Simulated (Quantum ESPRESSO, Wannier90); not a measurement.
**Wannierisation of Ga$_{2}$AsP (R3m)**

```
begin unit_cell_cart
ang
   -1.9651101380    3.4036706015    0.0000000000
   -3.9302202761    0.0000000000    0.0000000000
   -1.9651101380    1.1345568672    6.4172630000
end unit_cell_cart
begin atoms_frac
Ga  -0.0024430000 -0.0024430000  0.0073290000
Ga  -0.4975070000 -0.4975070000  0.4925210000
P   -0.3749770000 -0.3749770000  0.1249310000
As   0.1249300000  0.1249300000 -0.3747900000
end atoms_frac
```

Cell from Materials Project (mp-1224789), symmetrised, no further relaxation. Not found in the COD (Crystallography Open Database) copy used; not checked further. Computed values, not measurements, from LDA: Quantum ESPRESSO (norm-conserving PseudoDojo potentials, cutoff 64 Ry, no spin polarisation, no spin-orbit coupling) on a Γ-centred 8×8×8 mesh, then Wannier90. Density: 10×10×10 mesh, cold smearing 0.01 Ry. Spin-orbit coupling, left out, would split the p-like bands by a few tenths of an eV.

A tight-binding model is made by disentanglement and projection with no localisation steps (num_iter = 0), so the 16 orbitals stay atom-like: hydrogen-like Ga: s;p; P: s;p; As: s;p, axes along x, y, z; frozen window up to 2.30 eV relative to the valence-band maximum. It follows pw.x to 4.7 meV rms for states up to 1.8 eV relative to the valence-band maximum. Matrix elements depend on this choice of orbitals and windows.

Task: Which pairs of orbitals on different sites are coupled most strongly? Give distance, modulus and how many such pairs a cell has.

Result: 
```
orbital  orbital  distance of the centres (Å)  modulus (eV)  pairs
-------  -------  ---------------------------  ------------  -----
Ga pz       P pz                         2.75          2.71      1
As pz      Ga pz                         2.87          2.70      1
Ga pz        P s                         2.52          2.49      1
Ga s        P pz                         2.58          2.40      1
As pz       Ga s                         2.63          2.33      1
Ga py       P py                         2.72          2.31      1
As s       Ga pz                         2.71          2.31      1
Ga py        P s                         2.55          2.27      1
As py      Ga py                         2.78          2.26      1
As py       Ga s                         2.60          2.25      1
As s       Ga py                         2.61          2.25      1
Ga s        P py                         2.55          2.22      1
Ga px        P s                         2.49          1.97      2
As px       Ga s                         2.53          1.95      2
As s       Ga px                         2.54          1.95      2
Ga s        P px                         2.49          1.92      2
Ga s         P s                         2.35          1.62      1
Ga s         P s                         2.39          1.54      3
Ga py       P px                         2.45          1.52      2
Ga px       P py                         2.45          1.52      2
As s        Ga s                         2.42          1.52      3
As py      Ga px                         2.51          1.49      2
As px      Ga py                         2.50          1.49      2
As s        Ga s                         2.47          1.45      1
Ga px       P px                         2.59          1.43      2
As px      Ga px                         2.66          1.40      2
As py      Ga pz                         2.54          1.33      1
As pz      Ga py                         2.56          1.31      1
Ga px       P px                         2.17          1.23      2
Ga py       P py                         2.18          1.23      1
```
